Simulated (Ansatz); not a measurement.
Relaxed Sb (A7 type, space group R-3m):

```yaml
crystal:
  lattice:
    - [2.16078, 1.24753, 3.67966]
    - [-2.16078, 1.24753, 3.67966]
    - [0.00000, -2.49506, 3.67966]
  atoms:
    - { symbol: Sb, position: [0.23639, 0.23639, 0.23639] }
    - { symbol: Sb, position: [0.76361, 0.76361, 0.76361] }
```

Scan: atom 1 (Sb, nearest neighbour Sb at 2.932 Å; its periodic images, 4.3 Å or more away, move with it) is displaced along Cartesian x, direction (1.000, 0.000, 0.000) in Cartesian axes, by s. The other atoms stay.

These are PBE-D3(BJ) (plane waves to 420 eV, PAW, scalar-relativistic; Ansatz, an electronic-structure program) values and carry that method's errors. k mesh 11×11×11 (Γ-centred), Fermi-Dirac smearing 0.05 eV. E stands for the smeared free energy. Compression counts positive. With partly filled bands, energies and forces of such displacements shift with the k mesh and the smearing. Sb was relaxed with its symmetry unable to fall. Spin-orbit coupling is left out, though Sb is heavy. The PAW data are Ansatz's earlier set. ΔE is measured from the undisplaced structure.

### Question
Estimate the ΔE (eV/cell) and P (GPa) for s (Å) = -0.472, -0.354, -0.236, 0.236, 0.472.

### Answer
| s (Å) | ΔE (eV/cell) | P (GPa) |
|---|---|---|
| -0.472 | 0.328 | 4.3 |
| -0.354 | 0.155 | 2.4 |
| -0.236 | 0.058 | 1.0 |
| 0.236 | 0.058 | 1.0 |
| 0.472 | 0.328 | 4.3 |

(A displaced cell: forces are minus the slopes of the energy, force constants its curvatures, and phonons follow from these.)
